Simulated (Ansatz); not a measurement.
Below is a relaxed structure of Hf₂ZrS₆. The cell was found from a structure generator's guess, not taken from experiment.

Method: Ansatz 0.2.0, DFT PBE, scalar-relativistic, plane waves, PAW. Cutoff 420 eV, Γ-centred mesh, Gaussian smearing, no spin polarisation.

```
Zr Hf S
1.0
     3.66267    0.00000    0.00000
    -1.83134    3.17197    0.00000
     0.00000    0.00000   20.42119
Zr Hf S
1 2 6
Cartesian
  0.0000 0.0000 10.2106
  0.0000 0.0000 17.0083
  0.0000 0.0000 3.4129
  1.8313 1.0573 1.9713
  1.8313 1.0573 8.7519
  1.8313 1.0573 15.5667
  0.0000 2.1146 18.4499
  0.0000 2.1146 4.8545
  0.0000 2.1146 11.6693
```

Formation energies are uncorrected and refer to the elements' standard structures at the same level.

(1) What space group does it have?

(2) What is its formation energy per atom?

(3) Is it a metal?

Results:

(1) P-3m1 (No. 164), with Zr and Hf ordered on cadmium iodide sites. Conventional cell: a = 3.663 Å, c = 20.421 Å. Zr is surrounded by 6 S at 2.57 Å; around Hf lie 6 S at 2.56 Å; S on its first site is surrounded by 3 Hf at 2.56 Å; around S on its second site lie 3 Zr at 2.57 Å; 1 more site not described.

(2) −1.573 eV/atom. A negative formation energy is needed for stability but isn't enough: competing phases decide.

(3) No, the gap on the 12×12×2 mesh is 1.12 eV.

The last run used a 12×12×2 mesh (in the run's order of axes) for its 9-atom cell and Gaussian smearing of 0.02 eV. No dispersion correction is applied, so the spacing and binding between layers, chains or molecules are poorly described. These runs have no spin–orbit coupling, which can matter for Hf. Kohn–Sham gaps at this level usually fall short of measured ones. The reference form of S is held partly by dispersion forces, which this level lacks. Symmetry constrained the relaxation, so the result can be a saddle point.
